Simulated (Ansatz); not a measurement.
# O-17 NMR of the central transition in LiAlGeO4

Cell: a structure deposited in the COD whose atoms were relaxed with PBE, the cell held.

Space group R-3:H (No. 148); a = 13.7680, c = 9.1920 Å, γ = 120.00°.

| site | Wyckoff | site symmetry | x | y | z |
| --- | --- | --- | --- | --- | --- |
| Li | 18f | 1 | 0.2090 | 0.1865 | 0.2597 |
| Al | 18f | 1 | 0.2111 | 0.1948 | 0.5804 |
| Ge | 18f | 1 | 0.5520 | 0.8622 | 0.5829 |
| O19 | 18f | 1 | 0.2191 | 0.1201 | 0.4338 |
| O25 | 18f | 1 | 0.5434 | 0.7812 | 0.7393 |
| O31 | 18f | 1 | 0.0022 | 0.6693 | 0.5933 |
| O37 | 18f | 1 | 0.2041 | 0.1267 | 0.7503 |

One atom of each set is listed; the run and its k-mesh use a cell of 42 atoms with edges of 8.52, 8.52, 8.52 Å.

The numbers come from a DFT calculation in Ansatz (PBE, plane waves and PAW, scalar-relativistic, 420 eV cutoff, Γ-centred 3×3×3 k-points, Fermi–Dirac smearing 0.02 eV).

O-17 has I = 5/2 and Q = -25.58 mb (Pyykkö 2018); at 7.05 T its Larmor frequency is ν₀ = 40.7 MHz. Only the quadrupole interaction is simulated: positions count from each site's isotropic chemical shift, and J coupling is left out, as are shift anisotropy and dipolar coupling, which fast spinning averages.

(1) What does the O-17 spectrum (fast magic-angle spinning) show for each site?

Results:

(1) 

```
site                                               first shell  C_Q (MHz)     η  P_Q (MHz)  δ_QIS (ppm)  breadth (kHz)
 O19  2 Al at 1.73–1.74 Å, 1 Li at 1.88 Å; also 1 Ge at 3.04 Å      -2.23  0.49       2.32        -19.5           1.84
 O25  2 Ge at 1.79–1.81 Å, 1 Li at 1.99 Å; also 1 Li at 3.21 Å      -7.26  0.72       7.87         -224           20.9
 O31            1 Ge at 1.75 Å, 1 Al at 1.79 Å, 1 Li at 1.92 Å      -6.62  0.38       6.77         -166           15.6
 O37            1 Ge at 1.75 Å, 1 Al at 1.80 Å, 1 Li at 1.95 Å      -6.40  0.46       6.62         -159           15.0
```

δ_QIS = −(ν_Q²/30ν₀²)[I(I+1) − 3/4](1 + η²/3) × 10⁶ ppm with ν_Q = 3|C_Q|/[2I(2I−1)]; it falls as 1/B₀² in ppm, and the breadth as 1/B₀ in kHz.

The broadest static pattern spans 67 kHz. The table holds for spinning faster than that; slower spinning leaves sidebands.

At O31 and O37 V_zz points along its one bond to Ge (within 8°) in each case.
